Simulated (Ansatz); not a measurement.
Mg2Si in space group P4/nmm (No. 129; Mg on 2a, Mg on 2c, Si on 2c) at seven volumes, plane-wave PAW PBEsol (Ansatz code), shape and atoms relaxed at each. One row is withheld.

| V (Å³/atom) | P (GPa) |
|---|---|
| 17.961 | 6.29 |
| 18.553 | 3.86 |
| 19.146 | 1.79 |
| 19.738 | 0.00 |
| 20.330 | -1.53 |
| 20.922 | ? |
| 21.514 | -3.96 |

### Question
Fit the shown pressures and predict the withheld one.

### Answer
P = (3/2)B₀(x^(7/2) − x^(5/2))[1 + (3/4)(B′ − 4)(x − 1)] with x = (V₀/V)^(2/3). Least squares on the six rows gives V₀ = 19.739 Å³/atom, B₀ = 54.9 GPa, B′ = 4.11. At V = 20.922, x = 0.9619 and P = -2.84 GPa. The run itself gave -2.84 GPa.

The first step of the workflow began from a Materials Project structure, measured or hypothetical; the Crystallography Open Database copy checked does not list it. It is not the phase usual at ambient conditions (space group No. 225). Symmetry was held in the PBEsol relaxation; of distortions, only those at the zone centre were tested.

Potentials: the later of the program's two PAW sets.
